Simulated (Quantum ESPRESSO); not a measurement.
Al3ZnO5F, input and log of a self-consistent run

Computed values, not a measurement. The program is pw.x of Quantum ESPRESSO 7.5 (plane-wave density functional theory). The cell is made up: 10 atoms on a corundum lattice, with randomly drawn elements, strain and displacements, not relaxed. PseudoDojo standard norm-conserving files (v0.5 for PBE, v0.4.1 for LDA and PBEsol) set the functional; there is no spin polarisation, spin-orbit coupling or dispersion term, and the masses in the input are unused placeholders.

Input:

```
&control calculation='scf', pseudo_dir='./dojo.nc.sr.pbe.v0_5.standard.upf', outdir='./o', disk_io='low', tprnfor=.true., tstress=.true. /
&system ibrav=0, nat=10, ntyp=4, nbnd=39, ecutwfc=105.61755193, nosym=.true., tot_charge=0,
 occupations='smearing', smearing='fd', degauss=0.0018374661
/
&electrons conv_thr=7.350e-09, electron_maxstep=60, /
ATOMIC_SPECIES
Al 1.0 Al.upf
F 1.0 F.upf
O 1.0 O.upf
Zn 1.0 Zn.upf
CELL_PARAMETERS angstrom
2.4739 1.4283 4.4987
-2.4739 1.4283 4.4987
0.0 -2.8567 4.4987
ATOMIC_POSITIONS angstrom
Al -0.0058 -0.0336 4.9846
Al -0.0114 0.0805 1.9413
Zn -0.0613 -0.0512 8.6554
Al -0.0621 -0.0094 11.434
O -0.8634 1.3979 8.0327
F -0.8317 -1.6656 7.8348
O 1.7846 0.1156 7.824
O 1.0406 -1.5822 5.7001
O 0.6717 1.5403 5.6123
O -1.7875 -0.168 5.6701
K_POINTS automatic
7 7 7 1 1 1
```

The log is shortened where brackets say so; the opening notice, blank lines, dates and the lines on written files are dropped, and the path of the files is cut. It prints rydbergs, bohrs and kilobars, and counts compression as positive stress. With no partly filled state, the Fermi energy that it prints is only some level between the filled and the empty states on the mesh, and need not lie in the true gap.

```
     Program PWSCF v.7.5
     Parallel version (MPI & OpenMP), running on       4 processor cores
     Number of MPI processes:                 4
     Threads/MPI process:                     1
     [start-up lines left out]
     bravais-lattice index     =            0
     lattice parameter (alat)  =      10.0704  a.u.
     unit-cell volume          =     643.6453 (a.u.)^3
     number of atoms/cell      =           10
     number of atomic types    =            4
     number of electrons       =        66.00
     number of Kohn-Sham states=           39
     kinetic-energy cutoff     =     105.6176  Ry
     charge density cutoff     =     422.4702  Ry
     scf convergence threshold =      7.3E-09
     mixing beta               =       0.7000
     number of iterations used =            8  plain     mixing
     Exchange-correlation= PBE
                           (   1   4   3   4   0   0   0)
     [axes and pseudopotential details left out]
   Cartesian axes
     site n.     atom                  positions (alat units)
         1        Al     tau(   1) = (  -0.0010884  -0.0063051   0.9353678  )
         2        Al     tau(   2) = (  -0.0021392   0.0151059   0.3642879  )
         3        Zn     tau(   3) = (  -0.0115030  -0.0096078   1.6241991  )
         4        Al     tau(   4) = (  -0.0116532  -0.0017639   2.1456076  )
         5        O      tau(   5) = (  -0.1620183   0.2623181   1.5073485  )
         6        F      tau(   6) = (  -0.1560698  -0.3125524   1.4702122  )
         7        O      tau(   7) = (   0.3348829   0.0216925   1.4681856  )
         8        O      tau(   8) = (   0.1952702  -0.2969023   1.0696325  )
         9        O      tau(   9) = (   0.1260455   0.2890397   1.0531567  )
        10        O      tau(  10) = (  -0.3354271  -0.0315255   1.0640030  )
     number of k points=   172  Fermi-Dirac smearing, width (Ry)=  0.0018
     Number of k-points >= 100: set verbosity='high' to print them.
     Dense  grid:    94399 G-vectors     FFT dimensions: (  72,  72,  72)
     Estimated max dynamical RAM per process >     444.50 MB
     Estimated total dynamical RAM >       1.67 GB
     Initial potential from superposition of free atoms
     starting charge      65.9925, renormalised to      66.0000
     Starting wfcs are   46 randomized atomic wfcs
     total cpu time spent up to now is       12.7 secs
     per-process dynamical memory:   398.9 Mb
     Self-consistent Calculation
     iteration #  1     ecut=   105.62 Ry     beta= 0.70
     Davidson diagonalization with overlap
     ethr =  1.00E-02,  avg # of iterations =  3.0
     total cpu time spent up to now is       45.0 secs
     total energy              =    -646.55150536 Ry
     estimated scf accuracy    <       2.15251073 Ry
     iteration #  2     ecut=   105.62 Ry     beta= 0.70
     Davidson diagonalization with overlap
     ethr =  3.26E-03,  avg # of iterations =  2.0
     total cpu time spent up to now is       75.5 secs
     total energy              =    -647.13114634 Ry
     estimated scf accuracy    <       1.93510166 Ry
     iteration #  3     ecut=   105.62 Ry     beta= 0.70
     Davidson diagonalization with overlap
     ethr =  2.93E-03,  avg # of iterations =  2.0
     total cpu time spent up to now is      103.3 secs
     total energy              =    -647.48428941 Ry
     estimated scf accuracy    <       0.02916160 Ry
     iteration #  4     ecut=   105.62 Ry     beta= 0.70
     Davidson diagonalization with overlap
     ethr =  4.42E-05,  avg # of iterations =  8.6
     total cpu time spent up to now is      141.3 secs
     total energy              =    -647.49545220 Ry
     estimated scf accuracy    <       0.00816351 Ry
     iteration #  5     ecut=   105.62 Ry     beta= 0.70
     Davidson diagonalization with overlap
     ethr =  1.24E-05,  avg # of iterations =  3.7
     total cpu time spent up to now is      171.7 secs
     total energy              =    -647.49632913 Ry
     estimated scf accuracy    <       0.00132275 Ry
     iteration #  6     ecut=   105.62 Ry     beta= 0.70
     Davidson diagonalization with overlap
     ethr =  2.00E-06,  avg # of iterations =  5.6
     total cpu time spent up to now is      201.9 secs
     total energy              =    -647.49641231 Ry
     estimated scf accuracy    <       0.00023205 Ry
     iteration #  7     ecut=   105.62 Ry     beta= 0.70
     Davidson diagonalization with overlap
     ethr =  3.52E-07,  avg # of iterations =  2.0
     total cpu time spent up to now is      230.1 secs
     total energy              =    -647.49644923 Ry
     estimated scf accuracy    <       0.00001039 Ry
     iteration #  8     ecut=   105.62 Ry     beta= 0.70
     Davidson diagonalization with overlap
     ethr =  1.57E-08,  avg # of iterations =  2.8
     total cpu time spent up to now is      259.9 secs
     total energy              =    -647.49645311 Ry
     estimated scf accuracy    <       0.00000332 Ry
     iteration #  9     ecut=   105.62 Ry     beta= 0.70
     Davidson diagonalization with overlap
     ethr =  5.03E-09,  avg # of iterations =  2.0
     total cpu time spent up to now is      285.8 secs
     total energy              =    -647.49645348 Ry
     estimated scf accuracy    <       0.00000079 Ry
     iteration # 10     ecut=   105.62 Ry     beta= 0.70
     Davidson diagonalization with overlap
     ethr =  1.19E-09,  avg # of iterations =  2.0
     total cpu time spent up to now is      313.1 secs
     total energy              =    -647.49645361 Ry
     estimated scf accuracy    <       0.00000003 Ry
     iteration # 11     ecut=   105.62 Ry     beta= 0.70
     Davidson diagonalization with overlap
     ethr =  3.94E-11,  avg # of iterations =  2.6
     total cpu time spent up to now is      342.7 secs
     End of self-consistent calculation
     Number of k-points >= 100: set verbosity='high' to print the bands.
     the Fermi energy is    10.1305 ev
!    total energy              =    -647.49645362 Ry
     estimated scf accuracy    <          4.0E-09 Ry
     smearing contrib. (-TS)   =       0.00000000 Ry
     internal energy E=F+TS    =    -647.49645362 Ry
     The total energy is F=E-TS. E is the sum of the following terms:
     one-electron contribution =    -447.15072501 Ry
     hartree contribution      =     261.96893939 Ry
     xc contribution           =    -105.28624247 Ry
     ewald contribution        =    -357.02842554 Ry
     convergence has been achieved in  11 iterations
     Forces acting on atoms (cartesian axes, Ry/au):
     atom    1 type  1   force =     0.02232186   -0.06352892   -0.04076597
     atom    2 type  1   force =    -0.01629173   -0.15992860    0.02778681
     atom    3 type  4   force =     0.09552403   -0.00536368    0.01166237
     atom    4 type  1   force =    -0.03640663    0.00487214    0.01605871
     atom    5 type  3   force =    -0.11506915    0.15775045   -0.09319773
     atom    6 type  2   force =    -0.02089412   -0.02844689   -0.03124302
     atom    7 type  3   force =     0.03935950    0.00747052   -0.00016058
     atom    8 type  3   force =    -0.12259330    0.06700016    0.01300037
     atom    9 type  3   force =     0.06438727   -0.03380377    0.05900920
     atom   10 type  3   force =     0.08966228    0.05397860    0.03784984
     Total force =     0.367681     Total SCF correction =     0.000073
     Computing stress (Cartesian axis) and pressure
          total   stress  (Ry/bohr**3)                   (kbar)     P=        8.52
   0.00003912  -0.00017377   0.00026611            5.75      -25.56       39.15
  -0.00017377   0.00020788  -0.00004339          -25.56       30.58       -6.38
   0.00026611  -0.00004339  -0.00007319           39.15       -6.38      -10.77
     init_run     :     12.22s CPU     12.64s WALL (       1 calls)
     electrons    :    327.89s CPU    330.04s WALL (       1 calls)
     forces       :      3.64s CPU      3.73s WALL (       1 calls)
     stress       :     12.63s CPU     12.66s WALL (       1 calls)
     [timing details left out]
     PWSCF        :   5m56.55s CPU   5m59.31s WALL
     JOB DONE.
```

In other units: free energy -8809.638 eV for the cell, pressure 0.85 GPa, largest force component 4.112 eV/Å. This run is the check on a run of the same cell at a cutoff of 1143 eV and k mesh 5 x 5 x 5: rerunning at a cutoff of 1437 eV and k mesh 7 x 7 x 7 moved values by no more than 0.003 eV in energy, 0.03 GPa in stress and 0.002 eV/Å in force.